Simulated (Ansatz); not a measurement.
SnTe (rock salt)

```
SnTe
1.0
    0.00000     3.20463     3.20463
    3.20463     0.00000     3.20463
    3.20463     3.20463     0.00000
Te Sn
1 1
Direct
  0.00000   0.00000   0.00000
  0.50000   0.50000   0.50000
```

The slice is a {110} plane (indices of the conventional cell) through the point (0.500, 0.500, 0.500) (fractional), spanned by u = [100] and v = [1 -1 -1] in vectors of this cell: u (4.53 Å) and v (6.41 Å, at 90° to u). It covers one period; positions are fractions (u, v).

Level of theory: PBE (plane waves to 420 eV, PAW, scalar-relativistic; Ansatz, a program for electronic structure). k mesh 13×13×13. These are valence fields of a PAW run, semicore shells included where kept as valence: close to a nucleus they are smooth pseudo fields. SnTe was relaxed with its symmetry unable to fall. Spin-orbit coupling is left out, though Te is heavy. The PAW data are Ansatz's earlier set.

Sketch the valence electron density on this plane as a map.


```
|%%%%**==--::......::--==**%%|
|##**++--::..........::--++**|
|====--::::..      ..::::--==|
|------::..          ..::----|
|----::::..          ..::::--|
|==----::....      ....::----|
|++====--::..      ..::--====|
|##**++==--::......::--==++**|
|@@%%**==--::......::--==**%%|
|@@@@##++--::......::--++##@@|
|@@%%**==--::......::--==**%%|
|##**++==--::......::--==++**|
|++====--::..      ..::--====|
|==----::....      ....::----|
|----::::..          ..::::--|
|------::..          ..::----|
|====--::::..      ..::::--==|
|##**++--::..........::--++**|
|%%%%**==--::......::--==**%%|
|@@%%##==--::......::--==##%%|
```
Scale: ten equal steps from -1.76 (start of ' ') to 1.28 (end of '@'), in the order ' .:-=+*#%@'. Values: log₁₀ of the valence density in e/Å³. The map has 14 points along u (two characters each, u = 0 at the left) and 20 along v (v = 0 in the bottom row). The scale is logarithmic, as a density can span decades between atoms and voids.
